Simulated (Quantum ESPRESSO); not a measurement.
TiSn2Ru2Pt2Mo, input and log of a self-consistent run

Simulated, not a measurement. The program is pw.x of Quantum ESPRESSO 7.5 (plane-wave density functional theory). The cell is made up: eight metal atoms on a face-centred cubic lattice, with elements, volume, strain and displacements drawn at random and not relaxed, so it may be unstable or far from any real phase. PseudoDojo standard norm-conserving files set the functional (PBE unless stated); there is no spin polarisation or spin-orbit coupling, the Fermi-Dirac width of 0.25 eV means electrons at about 2900 K, and the masses in the input are unused placeholders. The tin pseudopotential is less sure than most, with forces differing by about three percent from a second method on plain tin. Heavy elements are run without spin-orbit coupling, which real alloys of them have. A spin test at this wide smearing found no moment, but such smearing suppresses magnetism that the real alloy may have.

Input:

```
&control calculation='scf', pseudo_dir='./dojo.nc.sr.pbe.v0_5.standard.upf', outdir='./o', disk_io='minimal', tprnfor=.true., tstress=.true. /
&system ibrav=0, nat=8, ntyp=5, nbnd=77, ecutwfc=84.00895049, nosym=.true., tot_charge=0,
 occupations='smearing', smearing='fd', degauss=0.0183746611
/
&electrons conv_thr=1.470e-08, electron_maxstep=70, mixing_beta=0.5 /
ATOMIC_SPECIES
Mo 1.0 Mo.upf
Pt 1.0 Pt.upf
Ru 1.0 Ru.upf
Sn 1.0 Sn.upf
Ti 1.0 Ti.upf
CELL_PARAMETERS angstrom
2.1103 4.1351 2.0905
2.0159 -4.1105 2.1358
4.1194 0.0699 -4.2196
ATOMIC_POSITIONS angstrom
Ti -0.0466 0.1679 -0.072
Sn 2.071 0.141 -2.1289
Ru 2.1817 -2.1746 -0.0266
Pt 4.0449 -2.0441 -1.9262
Ru 2.1825 2.0518 0.0405
Sn 4.0828 2.1119 -2.1337
Pt 2.1004 -0.1186 2.1742
Mo 4.2473 0.1488 0.1004
K_POINTS automatic
5 5 4 1 1 1
```

The log is shortened where brackets say so; the opening notice, blank lines, dates and the lines on written files are dropped, and the path of the files is cut. It prints rydbergs, bohrs and kilobars, and counts compression as positive stress. Its total energy is the free energy E - TS of the whole cell.

```
     Program PWSCF v.7.5
     Parallel version (MPI & OpenMP), running on       4 processor cores
     Number of MPI processes:                 4
     Threads/MPI process:                     1
     [start-up lines left out]
     bravais-lattice index     =            0
     lattice parameter (alat)  =       9.6214  a.u.
     unit-cell volume          =     968.6279 (a.u.)^3
     number of atoms/cell      =            8
     number of atomic types    =            5
     number of electrons       =       122.00
     number of Kohn-Sham states=           77
     kinetic-energy cutoff     =      84.0090  Ry
     charge density cutoff     =     336.0358  Ry
     scf convergence threshold =      1.5E-08
     mixing beta               =       0.5000
     number of iterations used =            8  plain     mixing
     Exchange-correlation= PBE
                           (   1   4   3   4   0   0   0)
     [axes and pseudopotential details left out]
   Cartesian axes
     site n.     atom                  positions (alat units)
         1        Ti     tau(   1) = (  -0.0091526   0.0329770  -0.0141414  )
         2        Sn     tau(   2) = (   0.4067624   0.0276936  -0.4181344  )
         3        Ru     tau(   3) = (   0.4285048  -0.4271103  -0.0052245  )
         4        Pt     tau(   4) = (   0.7944534  -0.4014790  -0.3783224  )
         5        Ru     tau(   5) = (   0.4286619   0.4029913   0.0079546  )
         6        Sn     tau(   6) = (   0.8018973   0.4147955  -0.4190772  )
         7        Pt     tau(   7) = (   0.4125368  -0.0232941   0.4270317  )
         8        Mo     tau(   8) = (   0.8342065   0.0292256   0.0197194  )
     number of k points=    50  Fermi-Dirac smearing, width (Ry)=  0.0184
                       cart. coord. in units 2pi/alat
        k(    1) = (   0.2006652  -0.0020499   0.0450395), wk =   0.0400000
        k(    2) = (   0.3551855  -0.0046476  -0.1058058), wk =   0.0400000
     [further k points left out]
     Dense  grid:   100741 G-vectors     FFT dimensions: (  60,  60,  72)
     Estimated max dynamical RAM per process >     390.35 MB
     Estimated total dynamical RAM >       1.45 GB
     Initial potential from superposition of free atoms
     starting charge     121.9920, renormalised to     122.0000
     Starting wfcs are   78 randomized atomic wfcs
     total cpu time spent up to now is        6.5 secs
     per-process dynamical memory:   304.3 Mb
     Self-consistent Calculation
     iteration #  1     ecut=    84.01 Ry     beta= 0.50
     Davidson diagonalization with overlap
     ethr =  1.00E-02,  avg # of iterations =  5.1
     total cpu time spent up to now is       23.1 secs
     total energy              =   -1500.32090198 Ry
     estimated scf accuracy    <       1.73176112 Ry
     iteration #  2     ecut=    84.01 Ry     beta= 0.50
     Davidson diagonalization with overlap
     ethr =  1.42E-03,  avg # of iterations =  4.8
     total cpu time spent up to now is       40.5 secs
     total energy              =   -1500.06275079 Ry
     estimated scf accuracy    <      13.58267750 Ry
     iteration #  3     ecut=    84.01 Ry     beta= 0.50
     Davidson diagonalization with overlap
     ethr =  1.42E-03,  avg # of iterations =  3.2
     total cpu time spent up to now is       57.1 secs
     total energy              =   -1500.94731492 Ry
     estimated scf accuracy    <       4.39739824 Ry
     iteration #  4     ecut=    84.01 Ry     beta= 0.50
     Davidson diagonalization with overlap
     ethr =  1.42E-03,  avg # of iterations =  2.1
     total cpu time spent up to now is       71.2 secs
     total energy              =   -1501.17769738 Ry
     estimated scf accuracy    <       0.15943225 Ry
     iteration #  5     ecut=    84.01 Ry     beta= 0.50
     Davidson diagonalization with overlap
     ethr =  1.31E-04,  avg # of iterations =  4.9
     total cpu time spent up to now is       89.1 secs
     total energy              =   -1501.18183030 Ry
     estimated scf accuracy    <       0.30659906 Ry
     [iterations 6 to 13 left out]
     iteration # 14     ecut=    84.01 Ry     beta= 0.50
     Davidson diagonalization with overlap
     ethr =  7.70E-10,  avg # of iterations =  2.0
     total cpu time spent up to now is      217.0 secs
     total energy              =   -1501.21854087 Ry
     estimated scf accuracy    <       0.00000270 Ry
     iteration # 15     ecut=    84.01 Ry     beta= 0.50
     Davidson diagonalization with overlap
     ethr =  7.70E-10,  avg # of iterations =  1.5
     total cpu time spent up to now is      230.3 secs
     total energy              =   -1501.21854106 Ry
     estimated scf accuracy    <       0.00000010 Ry
     iteration # 16     ecut=    84.01 Ry     beta= 0.50
     Davidson diagonalization with overlap
     ethr =  8.03E-11,  avg # of iterations =  2.0
     total cpu time spent up to now is      244.3 secs
     total energy              =   -1501.21854106 Ry
     estimated scf accuracy    <       0.00000004 Ry
     iteration # 17     ecut=    84.01 Ry     beta= 0.50
     Davidson diagonalization with overlap
     ethr =  3.36E-11,  avg # of iterations =  1.0
     total cpu time spent up to now is      256.8 secs
     total energy              =   -1501.21854107 Ry
     estimated scf accuracy    <       0.00000002 Ry
     iteration # 18     ecut=    84.01 Ry     beta= 0.50
     Davidson diagonalization with overlap
     ethr =  1.30E-11,  avg # of iterations =  1.0
     total cpu time spent up to now is      269.2 secs
     End of self-consistent calculation
     [lines on levels left out]
!    total energy              =   -1501.21854107 Ry
     estimated scf accuracy    <          5.1E-09 Ry
     smearing contrib. (-TS)   =      -0.11924117 Ry
     internal energy E=F+TS    =   -1501.09929990 Ry
     The total energy is F=E-TS. E is the sum of the following terms:
     one-electron contribution =    -395.89207659 Ry
     hartree contribution      =     271.02926386 Ry
     xc contribution           =    -289.52812985 Ry
     ewald contribution        =   -1086.70835731 Ry
     convergence has been achieved in  18 iterations
     Forces acting on atoms (cartesian axes, Ry/au):
     atom    1 type  5   force =     0.03475157   -0.01626181   -0.02869406
     atom    2 type  4   force =    -0.00619538   -0.07305124    0.07758855
     atom    3 type  3   force =    -0.06940368    0.02694846    0.03493057
     atom    4 type  2   force =     0.03669674    0.03400707   -0.06961634
     atom    5 type  3   force =    -0.00340410   -0.00756726    0.00237811
     atom    6 type  4   force =     0.07193755    0.01086754    0.00081857
     atom    7 type  2   force =     0.01332581    0.02903747   -0.02498418
     atom    8 type  1   force =    -0.07770851   -0.00398024    0.00757878
     Total force =     0.202307     Total SCF correction =     0.000091
     Computing stress (Cartesian axis) and pressure
          total   stress  (Ry/bohr**3)                   (kbar)     P=      -75.91
  -0.00042927   0.00005244   0.00001773          -63.15        7.71        2.61
   0.00005244  -0.00050063   0.00013042            7.71      -73.65       19.19
   0.00001773   0.00013042  -0.00061809            2.61       19.19      -90.92
     init_run     :      6.13s CPU      6.39s WALL (       1 calls)
     electrons    :    256.84s CPU    262.66s WALL (       1 calls)
     forces       :      2.45s CPU      2.46s WALL (       1 calls)
     stress       :      8.64s CPU      8.64s WALL (       1 calls)
     [timing details left out]
     PWSCF        :   4m34.19s CPU   4m40.35s WALL
     JOB DONE.
```

In other units: free energy -20425.119 eV for the cell, pressure -7.59 GPa, largest force component 1.998 eV/Å in size. The run took 282 s of wall time with four MPI processes on a shared machine (Intel Xeon, 2023 or later, virtual cores), so the time is rough. A rerun of this cell at a higher cutoff and on a denser mesh moved values by no more than 0.005 eV in energy, 0.03 GPa in stress and 0.005 eV/Å in force, and a second program with other atomic files agreed on that cell to 2 % rms in force and 0.5 GPa in pressure.